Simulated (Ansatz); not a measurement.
# Ta2O5 (Pmmm), random displacements

Theory: DFT r2SCAN, scalar-relativistic, plane waves, PAW (Ansatz 0.2.0). The runs took a 500 eV cutoff, a Γ-centred 8×8×4 mesh and Gaussian smearing (0.05 eV). Spin–orbit coupling is left out, which matters for the heavy elements here. No spin polarisation. Energies are free energies at this smearing, counted from the undisturbed cell; pressure is positive in compression.

The starting cell (relaxed at this level; it needn't be the usual structure):

```
Ta O
1.0
     3.66565    0.00000    0.00000
     0.00000    3.85735    0.00000
     0.00000    0.00000    6.45619
Ta O
2 5
Direct
  0.50000 0.00000 0.50000
  0.00000 0.00000 0.00000
  0.50000 0.50000 0.50000
  0.00000 0.00000 0.67967
  0.00000 0.50000 0.00000
  0.50000 0.00000 0.00000
  0.00000 0.00000 0.32033
```

The atoms are displaced (Å, in the unstrained cell):

```tsv
atom	ux	uy	uz
Ta1	-0.003	-0.074	-0.039
Ta2	0.104	-0.013	0.104
O3	0.117	-0.019	0.084
O4	0.106	0.015	0.092
O5	-0.044	-0.063	-0.053
O6	-0.201	0.034	-0.072
O7	-0.080	0.120	-0.115
```

Strain (Voigt, engineering shear): (-0.0274, 0.0208, -0.0545, 0.0506, -0.1030, -0.0726).

Problem. What are the energy change, the stress and the forces?

Solution. ΔE = 649.9 meV/atom; stress (xx, yy, zz, yz, xz, xy; compression positive) (58.74, -12.39, 44.68, -1.43, -2.19, 5.32) GPa; gap on the mesh 0.38 eV.
| atom | Fx (eV/Å) | Fy | Fz |
| --- | --- | --- | --- |
| Ta1 | 0.65 | -0.01 | 2.20 |
| Ta2 | -19.60 | -1.15 | -1.99 |
| O3 | -0.60 | 0.88 | -0.69 |
| O4 | -1.48 | -0.33 | -4.93 |
| O5 | -0.59 | 1.39 | 0.45 |
| O6 | 21.99 | -0.33 | -2.34 |
| O7 | -0.38 | -0.46 | 7.31 |

Cost: 1 run of about 0.8 core-minutes, on Oxide Virtual Turin-like Processor (Zen 5) (shared hosts).